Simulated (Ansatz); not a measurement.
## Ansatz run, LaYbS$_{3}$

The input, for Ansatz 0.2.0 (plane waves, PAW):

```yaml
crystal:
  lattice:
    - [3.909494, 0.0, 0.0]
    - [1.954747, -6.292972, 0.0]
    - [0.0, 0.0, -9.479311]
  atoms:
    - { symbol: Yb, position: [0.0, 0.0, 0.0] }
    - { symbol: Yb, position: [0.0, 0.0, 0.5] }
    - { symbol: S, position: [0.3585, 0.283, 0.9389] }
    - { symbol: S, position: [0.6415, 0.717, 0.4389] }
    - { symbol: S, position: [0.6415, 0.717, 0.0611] }
    - { symbol: S, position: [0.3585, 0.283, 0.5611] }
    - { symbol: S, position: [0.0835, 0.833, 0.75] }
    - { symbol: S, position: [0.9165, 0.167, 0.25] }
    - { symbol: La, position: [0.74651, 0.50698, 0.75] }
    - { symbol: La, position: [0.25349, 0.49302, 0.25] }
kpoints:
  mp_grid: { grid: [5, 5, 2], shift: [0, 0, 0] }
  band_path:
    path:
      - [0.0, 0.0, 0.0]
      - [0.0, -0.5, 0.0]
      - [0.45175642, -0.27412179, 0.0]
      - [0.54824358, 0.27412179, 0.0]
      - [0.0, 0.0, 0.0]
      - [0.0, 0.0, -0.5]
      - [0.54824358, 0.27412179, -0.5]
      - [0.45175642, -0.27412179, -0.5]
      - [0.0, -0.5, -0.5]
      - [0.0, -0.5, 0.0]
      - [0.0, 0.0, 0.0]
    npoints: 6
magnetization:
  spin_polarized: false
scf:
  occupations: { method: fermi_dirac }
  lower_state_search: "off"
  max_iter: 200
hamiltonian:
  pseudopotentials: { kind: paw }
  xc: pbe
basis:
  ecutwfc: 420
  fft_grid_basis: typed
output:
  forces: true
  stress: true
  eigenvalues: true
  bader: true
  populations: true
  elf: true
  write_potential: true
  volumetric_format: npy
  dos:
    e_range: [-12, 8]
    de: 0.05
    projected: { site_lists: { La: [La], S: [S], Yb: [Yb] } }
checkpoint:
  read: saved_state
```

The saved state is an earlier solution for the same cell, perhaps on another mesh. 

Parts of the output:

```
Yb: projections on atomic orbitals take those of the free atom [Kr 4d10] 4f14 5s2 5p6 5d0 6s2, of charge +0.00 (hamiltonian.pseudopotentials.projection_atoms); the dataset's partial waves leave at most 1.5e-4 of an orbital's norm unspanned inside its sphere
La: projections on atomic orbitals take those of the free atom [Kr 4d10] 4f0 5s2 5p6 5d1 6s2, of charge +0.00 (hamiltonian.pseudopotentials.projection_atoms); the dataset's partial waves leave at most 1.9e-5 of an orbital's norm unspanned inside its sphere
Pseudopotentials: kind: paw
Pseudopotential: Yb, paw, valence charge 24, recommended cutoff 420 eV (normal), Yb.paw.azcp
Pseudopotential: S, paw, valence charge 6, recommended cutoff 420 eV (normal), S.paw.azcp
Pseudopotential: La, paw, valence charge 11, recommended cutoff 420 eV (normal), La.paw.azcp
Functional definition: PBE
  exchange = pbe_x(kappa = kappa, mu = beta*pi^2/3)
  correlation = pbe_c(beta = beta)
Crystal: 10 atoms, lattice volume = 233.213 Å³
Basis set: ecut = 420 eV, 4581 PW (Γ), exchange–correlation on 54×90×128 points (8 copies of the dense FFT grid, shifted against one another)
Bands: 64, of which v1, the nominal top of the filled ones, is band 53 counted from 1 (52 counted from 0)
Symmetry: 8 space group operations
Space group: Cmcm (ITA 63), of the structure as read, at distance tolerance 6.2e-5 Å
k-points: 18 of 50
Initial density: read from a saved state, or passed on in memory by an earlier SCF of this step, an earlier step, the calling program or the single point that the run made first
Functional: x = pbe(κ = 0.804, μ = 0.2195), c = pbe(β = 0.0667)
SCF iter   1: F=—  Δρ=1.37e-3  dr2=4.31e-3
SCF iter   2: F=—  Δρ=7.11e-4  dr2=1.21e-3
SCF iter   3: F=—  Δρ=1.44e-4  dr2=3.01e-5
SCF iter   4: F=—  Δρ=9.72e-5  dr2=1.77e-5
SCF iter   5: F=—  Δρ=4.35e-5  dr2=6.50e-6
SCF iter   6: F=—  Δρ=2.01e-5  dr2=1.67e-6
SCF iter   7: F=—  Δρ=8.94e-6  dr2=5.49e-7
SCF iter   8: F=-45522.0559 eV  Δρ=6.23e-6  dr2=5.79e-8
Free energy (F): -45522.0559 eV
Harris-Foulkes:  -45522.0559 eV  (|F-HF|=7.53e-8)
Internal energy: -45521.6281 eV  (E = F + TS)
E sigma→0 (E₀):  -45521.8420 eV
Entropy (-TS):   -0.4278 eV (-42.778 meV/atom)
Fermi energy:    8.9578 eV
--- Per-component energies (eV) ---
  E_band       = -58.3260
  E_kinetic    = 1760.9154
  E_local      = -15559.6971  (includes V_loc(G=0)·N_el)
  E_nonlocal   = 1409.4639
  E_hartree    = 6726.8219
  E_xc         = -1203.8461
  E_vxc        = -1247.2640  (∫ρ·V_xc dr)
  E_paw        = -29113.2512  (= ΣΔE_a)
  E_vpaw       = 124.6069  (= ΣTr[D̂ρ^β])
  E_aug_tail   = 0.0000  (compensation charges beyond the density's cutoff)
  E_ewald      = -9542.0349
  E_smearing   = -0.4278  (= −TS)
--- Forces (eV/Å), atoms counted from 1 ---
  atom   1  Yb     0.0000     0.0000     0.0000
  atom   2  Yb     0.0000     0.0000     0.0000
  atom   3  S      0.0000    -0.2275     0.1257
  atom   4  S      0.0000     0.2275     0.1257
  atom   5  S      0.0000     0.2275    -0.1257
  atom   6  S      0.0000    -0.2275    -0.1257
  atom   7  S      0.0000     0.1572     0.0000
  atom   8  S      0.0000    -0.1572     0.0000
  atom   9  La     0.0000    -0.0053     0.0000
  atom  10  La     0.0000     0.0053     0.0000
--- Stress (GPa, compression-positive) ---
        3.0462       0.0000       0.0000
        0.0000       2.6312       0.0000
        0.0000       0.0000       2.4215
  P = ⅓ Tr σ = 2.6996 GPa (26.996 kbar)
--- Löwdin populations: 10 sites ---
  site symbol       q [e]
     0     Yb     23.9469
     1     Yb     23.9469
     2      S      6.2190
     3      S      6.2190
     4      S      6.2190
     5      S      6.2190
     6      S      6.1351
     7      S      6.1351
     8     La     10.3676
     9     La     10.3676
  spilling = 0.0021 (of n_electrons = 106.0000)
--- Bader charges: 10 sites ---
  site symbol  charge [e]  shift [e]
     0     Yb      1.6824     0.0003
     1     Yb      1.6824     0.0003
     2      S     -1.1796     0.0001
     3      S     -1.1796     0.0001
     4      S     -1.1797     0.0001
     5      S     -1.1797     0.0001
     6      S     -1.1543     0.0001
     7      S     -1.1543     0.0001
     8     La      1.8312     0.0000
     9     La      1.8312     0.0000
```

Origin: a database entry at a rescaled volume. Caveats: no spin polarisation, so a magnetic state may lie lower; the k mesh is coarse if the cell is a metal; f levels without a U or exact exchange are poorly placed.
